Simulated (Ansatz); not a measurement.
Data sheet: VPt3 (DFT)

VPt$_{3}$:
```xyz
4
Lattice="3.8693 0.0000 0.0000 0.0000 3.8693 0.0000 0.0000 0.0000 3.8693" Properties=species:S:1:pos:R:3 pbc="T T T"
V      0.0000     0.0000     0.0000
Pt     1.9347     1.9347     0.0000
Pt     0.0000     1.9347     1.9347
Pt     1.9347     0.0000     1.9347
```
The run is spin-polarised; directions of the spins, atom by atom: ↑ 0 0 0.

Space group Pm-3m (No. 221), Cu3Au type; conventional cell a = b = c = 3.8693 Å, α = β = γ = 90.00°.

Method: PBEsol in the plane-wave PAW code Ansatz. Structure relaxed to zero pressure with the same functional. Other levels are named where they apply.

### Cell and energy

```json
{
  "volume_per_atom": "14.48 Å³",
  "density": "18.24 g/cm³",
  "Formation energy from the elements (no fitted shifts)": "-451 meV/atom"
}
```

### Electronic structure

```json
{
 "electronic_character": "metallic (no gap)",
 "Density of states at the Fermi level": "1.2 states/eV per atom (mean over ±0.08 eV)"
}
```

### Magnetism

```json
{
  "magnetic_order": "ferromagnetic",
  "net_moment": "0.31 μB per atom"
}
```

### Mechanics

```json
{
  "Bulk modulus (Birch–Murnaghan fit)": "272 GPa",
  "Pressure derivative B′": "5.2",
  "mechanical_stability": "stable (all eigenvalues of C positive)",
  "hill_bulk_and_shear_moduli": "273 and 125 GPa",
  "Young's modulus": "325 GPa",
  "Poisson's ratio": "0.30",
  "debye_temperature_from_the_elastic_constants": "357 K"
}
```

The first step of the workflow began from a Materials Project structure, measured or hypothetical; the Crystallography Open Database files this formula in space group No. 221, but the cells were not matched. Its standing as an ambient phase is unchecked. The cell was relaxed with PBEsol under the symmetry of its start; whether a distortion lowers the energy is not shown. The final state is ferromagnetic, chosen from 4 collinear starts compared on coarse meshes (ties went to the first, and starts can fall back to one state), not a proven ground state. As this level gives no gap, shear constants depend on the k-mesh and smearing (Fermi–Dirac, 0.1 eV here). Point labels and valley counts follow the cell and symmetry of the run, lower than the named group. The references are the lowest solids computed at this level, not always the standard phases. Spin–orbit coupling is left out wherever it is not named.

Potentials: the later of the program's two PAW sets.
